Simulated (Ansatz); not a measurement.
The start is a generated trial cell of Ga in the lonsdaleite structure type. Cell shape, volume and atoms are optimised at zero target pressure with r2SCAN (plane waves to 500 eV, PAW, scalar-relativistic; Ansatz, a program for electronic structure). First-step values are on the input's coarse k-mesh.

Ansatz input (later rounds restart from its end on a renewed k-mesh):
Ansatz 0.2 input:
```yaml
crystal:
  lattice:
    - [3.7818284, 0, 0]
    - [-1.8909142, 3.2751595, 0]
    - [0, 0, 6.307571]
  atoms:
    - { symbol: Ga, position: [0.33333333, 0.66666667, 0.05995] }
    - { symbol: Ga, position: [0.66666667, 0.33333333, 0.55995] }
    - { symbol: Ga, position: [0.66666667, 0.33333333, 0.94005] }
    - { symbol: Ga, position: [0.33333333, 0.66666667, 0.44005] }
basis: { ecutwfc: 500, ecutrho_ratio: 4, xc_grid: 4, fft_grid_basis: typed }
kpoints: { mp_grid: { grid: [10, 10, 5] } }
hamiltonian:
  xc: r2scan
  dispersion: none
  pseudopotentials: { azcp: { folder: ./paw }, kind: paw }
scf: { occupations: { method: fermi_dirac, width: 0.05 } }
relax: { f_tol: 0.01, max_steps: 100, cell: { stress_tol: 0.02 } }
output: { forces: true, stress: true }
```

How large is the pressure on the unrelaxed cell, and of which sign?

+16.0 GPa (positive: the cell is compressed).

What is the largest force in the starting geometry, and on which atom (counted from 1)?

0.46 eV/Å, on Ga1, Ga2, Ga3, Ga4 (atoms numbered as listed).

How much energy is released per atom?

0.35 to 0.36 eV/atom (the two k-meshes of the run give this range).

How do the shortest distances between atoms change?

The closest pairs of elements (up to four, under 3.6 Å), start → end: Ga–Ga 2.31 → 2.52 Å.

What band gap does the relaxed structure have at this level?

No gap (metallic).

Give the final cell and atomic positions.


```cif
data_Ga2
_chemical_formula_sum 'Ga2'
_space_group_name_H-M_alt 'P6/mmm'
_space_group_IT_number 191
_space_group_name_Hall '-P 6 2'
_cell_length_a 4.35933
_cell_length_b 4.35933
_cell_length_c 2.72278
_cell_angle_alpha 90.000
_cell_angle_beta 90.000
_cell_angle_gamma 120.000
loop_
_atom_site_label
_atom_site_type_symbol
_atom_site_symmetry_multiplicity
_atom_site_Wyckoff_symbol
_atom_site_fract_x
_atom_site_fract_y
_atom_site_fract_z
_atom_site_occupancy
Ga1 Ga 2 c 0.33333 0.66667 0.00000 1
```

Final values are on a 12×12×17 k-mesh of the relaxed cell. No spin polarisation in the result.

The run could not lower the symmetry of its start; a shaken copy of this end point relaxes with r2SCAN to Immm (No. 71), 0.13 eV/atom lower.

The relaxed structure here is a generated cell of Ga: the first start was made by placing the elements on the sites of a structure type, and the end was not matched to a known phase here, so it may be hypothetical. Known forms of Ga include space group No. 64.
